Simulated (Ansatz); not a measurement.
A geometry of Li away from equilibrium: step 2 of the relaxation of a relaxed Li cell displaced along its unstable phonon at q = (½, ½, 0) of its primitive reciprocal cell (172i cm⁻¹), largest move 0.15 Å. Computed with r2SCAN (plane waves to 500 eV, PAW, scalar-relativistic; Ansatz, a quantum-chemistry and plane-wave program). Γ-centred k-mesh 12×12×12 on the run's cell (coarser than for final values), Fermi–Dirac smearing 0.05 eV.

```
CELL_PARAMETERS angstrom
      5.48103     0.00000     0.00000
      2.74051     2.74051     0.00000
      0.00000     0.00000     2.77635
ATOMIC_POSITIONS crystal
  Li 0.00000 0.00000 0.12494
  Li 0.50000 0.00000 0.87506
```

Problem. Give the Cartesian forces on all atoms (eV/Å).

Solution. 
```csv
atom,Fx,Fy,Fz
Li1,0.00,0.00,0.17
Li2,0.00,0.00,-0.17
```

Problem. What is the pressure?

Solution. +0.1 GPa, compression positive.

No spin polarisation in the result.

The run could not lose the symmetry of its start.

Of the parent cell (Pm-3m (No. 221)): it is a generated cell of Li: the first start was made by placing the elements on the sites of a structure type, and the end was not matched to a known phase here, so it may be hypothetical. Known forms of Li include space group No. 229.
